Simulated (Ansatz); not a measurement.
**Si3W5: computed property card**

Si3W5:
Space group I4/mcm (No. 140); a = b = 9.5965 Å, c = 4.9289 Å, α = β = γ = 90.00°

```
atom  site  symmetry       x       y       z
----  ----  --------  ------  ------  ------
Si      4a       422  0.0000  0.0000  0.2500
Si      8h      m.2m  0.1680  0.3320  0.0000
W      16k       m..  0.2241  0.0753  0.0000
W       4b      -42m  0.0000  0.5000  0.2500
```
(The calculation used a cell of 16 atoms; values per cell refer to that cell.)

Space group I4/mcm (No. 140); conventional cell a = b = 9.5965 Å, c = 4.9289 Å, α = β = γ = 90.00°.

Method: plane-wave PAW PBEsol (Ansatz code). Geometry: relaxed at this level of theory. Other levels are named where they apply.

**Cell and energy**

- Volume per atom = 14.18 Å³
- Density = 14.68 g/cm³
- Formation energy from the elements (no fitted shifts) = -0.23 eV/atom

**Electronic structure**

* **Electronic character**: metallic (no gap)
* **Density of states at the Fermi level**: 0.49 states/eV per atom (mean over ±0.08 eV)
* **Gap with spin–orbit coupling**: none (metallic)

**Mechanics**

- Bulk modulus (Birch–Murnaghan fit): 282 GPa
- Pressure derivative B′: 4.4

**Charges**

- Bader charges = Si -0.41 to -0.32, W +0.15 to +0.23 e

The workflow started from a Materials Project entry (that database holds measured and hypothetical structures alike); the Crystallography Open Database copy checked does not list it. Its standing as an ambient phase is unchecked. The PBEsol relaxation kept the symmetry of its start; its stability against distortions is not shown here. The run is not spin-polarised. The references are the lowest solids computed at this level, not always the standard phases. Spin–orbit coupling is left out wherever it is not named.

Potentials: the later of the program's two PAW sets.
